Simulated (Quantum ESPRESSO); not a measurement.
# Mg2CaZnO4: input and log of a self-consistent run

Simulated, not a measurement. The program is pw.x of Quantum ESPRESSO 7.5 (plane-wave density functional theory). The cell is made up: 8 atoms on a rocksalt lattice, with randomly drawn elements, strain and displacements, not relaxed. PseudoDojo standard norm-conserving files (v0.5 for PBE, v0.4.1 for LDA and PBEsol) set the functional; there is no spin polarisation, spin-orbit coupling or dispersion term, and the masses in the input are unused placeholders.

Input:

```
&control calculation='scf', pseudo_dir='./dojo.nc.sr.pbe.v0_5.standard.upf', outdir='./o', disk_io='medium', tprnfor=.true., tstress=.true. /
&system ibrav=0, nat=8, ntyp=4, nbnd=43, ecutwfc=84.00895049, nosym=.true., tot_charge=0,
 occupations='smearing', smearing='fd', degauss=0.0018374661
/
&electrons conv_thr=7.350e-09, electron_maxstep=60, /
ATOMIC_SPECIES
Ca 1.0 Ca.upf
Mg 1.0 Mg.upf
O 1.0 O.upf
Zn 1.0 Zn.upf
CELL_PARAMETERS angstrom
4.3514 0.0289 -0.0166
0.0289 4.3722 -0.0389
-0.0163 -0.0381 4.4163
ATOMIC_POSITIONS angstrom
Mg -0.0461 0.0652 -0.0161
Mg 0.1005 2.1095 2.1246
Ca 2.1398 -0.0364 2.1805
Zn 2.1843 2.1221 0.001
O 2.2506 0.0619 -0.018
O 2.1768 2.1897 2.2249
O 4.3118 0.0215 2.1256
O 4.3631 2.184 -0.0425
K_POINTS automatic
4 4 4 1 1 1
```

The log is shortened where brackets say so; the opening notice, blank lines, dates and the lines on written files are dropped, and the path of the files is cut. It prints rydbergs, bohrs and kilobars, and counts compression as positive stress.

```
     Program PWSCF v.7.5
     Parallel version (MPI & OpenMP), running on       1 processor cores
     Number of MPI processes:                 1
     Threads/MPI process:                     1
     [start-up lines left out]
     bravais-lattice index     =            0
     lattice parameter (alat)  =       8.2232  a.u.
     unit-cell volume          =     566.9253 (a.u.)^3
     number of atoms/cell      =            8
     number of atomic types    =            4
     number of electrons       =        74.00
     number of Kohn-Sham states=           43
     kinetic-energy cutoff     =      84.0090  Ry
     charge density cutoff     =     336.0358  Ry
     scf convergence threshold =      7.3E-09
     mixing beta               =       0.7000
     number of iterations used =            8  plain     mixing
     Exchange-correlation= PBE
                           (   1   4   3   4   0   0   0)
     [axes and pseudopotential details left out]
   Cartesian axes
     site n.     atom                  positions (alat units)
         1        Mg     tau(   1) = (  -0.0105940   0.0149832  -0.0036999  )
         2        Mg     tau(   2) = (   0.0230953   0.4847723   0.4882423  )
         3        Ca     tau(   3) = (   0.4917354  -0.0083649   0.5010884  )
         4        Zn     tau(   4) = (   0.5019617   0.4876678   0.0002298  )
         5        O      tau(   5) = (   0.5171977   0.0142249  -0.0041365  )
         6        O      tau(   6) = (   0.5002381   0.5032026   0.5112917  )
         7        O      tau(   7) = (   0.9908704   0.0049408   0.4884721  )
         8        O      tau(   8) = (   1.0026594   0.5018927  -0.0097667  )
     number of k points=    32  Fermi-Dirac smearing, width (Ry)=  0.0018
                       cart. coord. in units 2pi/alat
        k(    1) = (   0.1246512   0.1246945   0.1247025), wk =   0.0625000
        k(    2) = (   0.1255765   0.1268803   0.3710581), wk =   0.0625000
     [further k points left out]
     Dense  grid:    58933 G-vectors     FFT dimensions: (  48,  50,  50)
     Estimated max dynamical RAM per process >      80.32 MB
     Initial potential from superposition of free atoms
     starting charge      73.9933, renormalised to      74.0000
     Starting wfcs are   41 randomized atomic wfcs +    2 random wfcs
     total cpu time spent up to now is        5.0 secs
     per-process dynamical memory:    46.2 Mb
     Self-consistent Calculation
     iteration #  1     ecut=    84.01 Ry     beta= 0.70
     Davidson diagonalization with overlap
     ethr =  1.00E-02,  avg # of iterations =  6.2
     total cpu time spent up to now is       17.8 secs
     total energy              =    -865.19029558 Ry
     estimated scf accuracy    <       1.89932526 Ry
     iteration #  2     ecut=    84.01 Ry     beta= 0.70
     Davidson diagonalization with overlap
     ethr =  2.57E-03,  avg # of iterations =  3.8
     total cpu time spent up to now is       29.5 secs
     total energy              =    -865.60474555 Ry
     estimated scf accuracy    <       2.42865343 Ry
     iteration #  3     ecut=    84.01 Ry     beta= 0.70
     Davidson diagonalization with overlap
     ethr =  2.57E-03,  avg # of iterations =  3.0
     total cpu time spent up to now is       39.1 secs
     total energy              =    -866.06746699 Ry
     estimated scf accuracy    <       0.02274779 Ry
     iteration #  4     ecut=    84.01 Ry     beta= 0.70
     Davidson diagonalization with overlap
     ethr =  3.07E-05,  avg # of iterations =  6.2
     total cpu time spent up to now is       52.8 secs
     total energy              =    -866.07854635 Ry
     estimated scf accuracy    <       0.02722809 Ry
     iteration #  5     ecut=    84.01 Ry     beta= 0.70
     Davidson diagonalization with overlap
     ethr =  3.07E-05,  avg # of iterations =  2.1
     total cpu time spent up to now is       63.2 secs
     total energy              =    -866.08250184 Ry
     estimated scf accuracy    <       0.00222658 Ry
     [iterations 6 to 7 left out]
     iteration #  8     ecut=    84.01 Ry     beta= 0.70
     Davidson diagonalization with overlap
     ethr =  5.14E-08,  avg # of iterations =  2.2
     total cpu time spent up to now is       96.2 secs
     total energy              =    -866.08299704 Ry
     estimated scf accuracy    <       0.00000542 Ry
     iteration #  9     ecut=    84.01 Ry     beta= 0.70
     Davidson diagonalization with overlap
     ethr =  7.33E-09,  avg # of iterations =  2.5
     total cpu time spent up to now is      106.2 secs
     total energy              =    -866.08299809 Ry
     estimated scf accuracy    <       0.00000012 Ry
     iteration # 10     ecut=    84.01 Ry     beta= 0.70
     Davidson diagonalization with overlap
     ethr =  1.62E-10,  avg # of iterations =  4.7
     total cpu time spent up to now is      118.9 secs
     total energy              =    -866.08299815 Ry
     estimated scf accuracy    <       0.00000010 Ry
     iteration # 11     ecut=    84.01 Ry     beta= 0.70
     Davidson diagonalization with overlap
     ethr =  1.30E-10,  avg # of iterations =  2.0
     total cpu time spent up to now is      129.0 secs
     total energy              =    -866.08299816 Ry
     estimated scf accuracy    <       0.00000002 Ry
     iteration # 12     ecut=    84.01 Ry     beta= 0.70
     Davidson diagonalization with overlap
     ethr =  3.12E-11,  avg # of iterations =  3.2
     total cpu time spent up to now is      139.5 secs
     End of self-consistent calculation
     [lines on levels left out]
!    total energy              =    -866.08299816 Ry
     estimated scf accuracy    <          4.6E-10 Ry
     smearing contrib. (-TS)   =       0.00000000 Ry
     internal energy E=F+TS    =    -866.08299816 Ry
     The total energy is F=E-TS. E is the sum of the following terms:
     one-electron contribution =    -488.47459544 Ry
     hartree contribution      =     272.24864636 Ry
     xc contribution           =    -125.72404176 Ry
     ewald contribution        =    -524.13300732 Ry
     convergence has been achieved in  12 iterations
     Forces acting on atoms (cartesian axes, Ry/au):
     atom    1 type  2   force =     0.00897059   -0.02357193   -0.00409300
     atom    2 type  2   force =    -0.03101554    0.01737285    0.01330996
     atom    3 type  1   force =     0.01218752    0.00692710    0.00766150
     atom    4 type  4   force =     0.00554323    0.01700090   -0.00990523
     atom    5 type  3   force =    -0.02219885   -0.00964382   -0.00348176
     atom    6 type  3   force =     0.00024163   -0.01910442   -0.00937655
     atom    7 type  3   force =     0.01705320   -0.00078231    0.00673143
     atom    8 type  3   force =     0.00921823    0.01180164   -0.00084635
     Total force =     0.066178     Total SCF correction =     0.000066
     Computing stress (Cartesian axis) and pressure
          total   stress  (Ry/bohr**3)                   (kbar)     P=       85.38
   0.00070962  -0.00009286   0.00005358          104.39      -13.66        7.88
  -0.00009286   0.00064406   0.00011398          -13.66       94.74       16.77
   0.00005358   0.00011398   0.00038755            7.88       16.77       57.01
     init_run     :      4.39s CPU      4.90s WALL (       1 calls)
     electrons    :    131.78s CPU    134.49s WALL (       1 calls)
     forces       :      1.68s CPU      1.70s WALL (       1 calls)
     stress       :      5.96s CPU      6.00s WALL (       1 calls)
     [timing details left out]
     PWSCF        :   2m23.93s CPU   2m27.30s WALL
     JOB DONE.
```

In other units: free energy -11783.659 eV for the cell, pressure 8.54 GPa, largest force component 0.797 eV/Å. A rerun of the same cell at another strain at 1437 eV and a 6 x 6 x 6 mesh moved values by no more than 0.002 eV in energy, 0.05 GPa in stress and 0.003 eV/Å in force.